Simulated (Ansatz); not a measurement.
HfB$_{2}$: stiffness from a series of strains

```xyz
3
Lattice="3.1400 0.0000 0.0000 -1.5700 2.7193 0.0000 0.0000 0.0000 3.4800" Properties=species:S:1:pos:R:3 pbc="T T T"
Hf    0.0000    0.0000    0.0000
B     0.0000    1.8129    1.7400
B     1.5700    0.9064    1.7400
```

Atom numbers follow the list: Hf1, B2, B3.

The cell comes from COD entry 1510711, which wasn't checked; take it as a given geometry.

Spin–orbit coupling is left out, though it moves levels of the heavy atoms by tenths of an eV or more.

Level of theory: Ansatz 0.2.0, DFT, PBEsol, all-electron LAPW, scalar-relativistic.

Numerical set-up: a Γ-centred 13×13×11 k mesh, Fermi–Dirac smearing of 0.05 eV, basis error target 0.5 meV/atom, no spin polarisation.

The strain is applied along the Cartesian axes of the cell as listed (γ is the engineering shear, twice εxy = εyz = εzx). Fractional coordinates are held (clamped ions).

σ is the change of stress from the unstrained cell, which is at -4.31 GPa; tension is positive, so slopes are stress–strain coefficients at that pressure. In a metal the k mesh adds noise.

Only quantities that a quadratic follows smoothly over the whole series are listed; rougher ones are left out.

```
      γ  σxy (GPa)  σyz (GPa)
-0.0300      -8.38      -8.11
-0.0200      -5.54      -5.35
 0.0000       0.00       0.00
 0.0100       2.68       2.59
 0.0200       5.28       5.10
 0.0300       7.79       7.54
```

(1) Fit the series and read off the stiffness at zero strain.

(2) One run, at γ = -0.0100, is withheld. Predict its row.

## Answers

(1) Least-squares fits y = p0 + p1 x + p2 x² to the rows give σxy (GPa): p1 = 270, p2 = -330; σyz (GPa): p1 = 261, p2 = -320.

(2) The fits give -2.73, -2.64; the run gave -2.74, -2.65.
